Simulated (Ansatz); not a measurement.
The elements of this relaxed trial crystal are hidden behind letters.

```
lattice vectors (Å)
   6.2952    0.0000    0.0000
   0.0000    6.2952    0.0000
   0.0000    0.0000    4.5251
fractional positions
X 0.8066 0.3066 0.0000
X 0.6934 0.8066 0.0000
X 0.5000 0.5000 0.5000
X 0.1934 0.6934 0.0000
X 0.3066 0.1934 0.0000
X 0.0000 0.0000 0.5000
Z 0.0000 0.5000 0.5000
Z 0.5000 0.0000 0.5000
Q 0.5000 0.5000 0.0000
Q 0.0000 0.0000 0.0000
```

Theory: DFT PBE, scalar-relativistic, plane waves, PAW (Ansatz). Plane waves to 420 eV, a 4×4×6 mesh through Γ for the 10-atom cell and 0.02 eV Gaussian smearing; no spin polarisation.

* Space group: P4/mbm (No. 127)
* Conventional cell: a = 6.295 Å, c = 4.525 Å
* Volume per atom: 17.93 Å³
* Density: 2.22 g/cm³
* Energy over the elements: −1.681 eV/atom
* Gap on the 4×4×6 mesh of the 10-atom cell: 2.31 eV

Energies are uncorrected and count from the elements' standard states at the same level.

Problem. X is an s-block element of period 3, Z is a p-block element of period 3 and Q is a p-block element of period 2. Which elements are they?

Solution. X = Na, Z = S, Q = F, so the formula is Na3SF. Density times volume gives a mean mass of 2.22 × 17.93/1.6605 = 24.0 u per atom, and this set has 24.0 u. Na on a site of symmetry m2m has 2 F at 2.28 Å, 2 S at 2.84 Å, 8 Na at 3.21–3.23 Å, 1 Na at 3.44 Å and 2 S at 3.55 Å; S is surrounded by 4 Na at 2.84 Å and 4 Na at 3.15 Å; F is surrounded by 6 Na at 2.26–2.28 Å; 1 more site not described. Other sets within the hints have nearly the same mass, so mass alone doesn't settle it; this one was computed.

Kohn–Sham gaps at this level usually fall short of measured ones. Symmetry constrained the relaxation, so the result can be a saddle point.
